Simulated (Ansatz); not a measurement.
The relaxed structure here is a generated cell of La: the first start was made by a random draw of sites in a space group, and the end was not matched to a known phase here, so it may be hypothetical. Known forms of La include space group No. 194.

A relaxed structure of La. Space group Im-3m (No. 229). Computed with r2SCAN (plane waves to 500 eV, PAW, scalar-relativistic; Ansatz, a program for electronic structure).

Space group Im-3m (No. 229); a = b = c = 6.2076 Å, α = β = γ = 90.00°

```csv
atom,site,symmetry,x,y,z
La,6b,4/mm.m,0.0000,0.0000,0.5000
```
(The calculation used a cell of 3 atoms; values per cell refer to that cell.)

For La, the volume per atom is 39.87 Å³ and the band gap is zero (metallic). The shortest distances is La–La 3.10 Å and the k-mesh comes out as 11×11×11.

No spin polarisation in the result.

The run could not lose the symmetry of its start, so the end can be a saddle point.

All atoms sit on sites fixed by symmetry, so only the cell could relax.
